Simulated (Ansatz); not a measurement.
Here is the system:

AlPt:
```
AlPt
1.0
    0.00000     2.54732     2.54732
    2.54732     0.00000     2.54732
    2.54732     2.54732     0.00000
Pt Al
1 1
Direct
  0.00000   0.00000   0.00000
  0.50000   0.50000   0.50000
```

This is the r²SCAN-relaxed structure.

Question: All from plane-wave PAW r²SCAN (Ansatz code), unless another level is named. Give the density of states at the Fermi level.

Answer: 0.37 states/eV per atom (mean over ±0.08 eV).

Question: Predict the formation energy from the elements (no fitted shifts).

Answer: -0.62 eV/atom.

Question: And the gap with spin–orbit coupling?

Answer: none (metallic).

Space group Fm-3m (rock salt). The start of the workflow was typed in or built on a structure type; neither database checked (COD, Materials Project) lists it. Its standing as an ambient phase is unchecked. The r²SCAN relaxation kept the symmetry of its start; whether a distortion lowers the energy is not shown. No spin polarisation was allowed. The references are the lowest solids computed at this level, not always the standard phases. Spin–orbit coupling is left out wherever it is not named.

Potentials: the earlier of the program's two PAW sets.
